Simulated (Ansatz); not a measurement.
Consider the following.

Al$_{2}$Ru:
Space group Fddd, origin choice 1 (No. 70); a = 4.7064 Å, b = 7.9791 Å, c = 8.7829 Å, α = β = γ = 90.00°

```json
[
 {"atom": "Al", "site": "16f", "symmetry": ".2.", "x": "0.0000", "y": "0.1710", "z": "0.0000"},
 {"atom": "Ru", "site": "8b", "symmetry": "222", "x": "0.5000", "y": "0.5000", "z": "0.5000"}
]
```
(The calculation used a cell of 6 atoms; values per cell refer to that cell.)

This is the r²SCAN-relaxed structure.

Question: All from plane-wave PAW r²SCAN (Ansatz code), unless another level is named. Give the electron effective mass.

Answer: 0.90, 1.8, 2.0 mₑ (principal values).

Question: Give the band gap.

Answer: 0.17 eV (indirect).

Question: Next, the valence-band maximum?

Answer: at Γ.

The first step of the workflow began from a Materials Project structure, measured or hypothetical; the Crystallography Open Database copy checked does not list it. Whether it is the stable phase at ambient conditions was not checked. Symmetry was held in the r²SCAN relaxation; its stability against distortions is not shown here. The run is not spin-polarised. Spin–orbit coupling is left out wherever it is not named.

Potentials: the later of the program's two PAW sets.
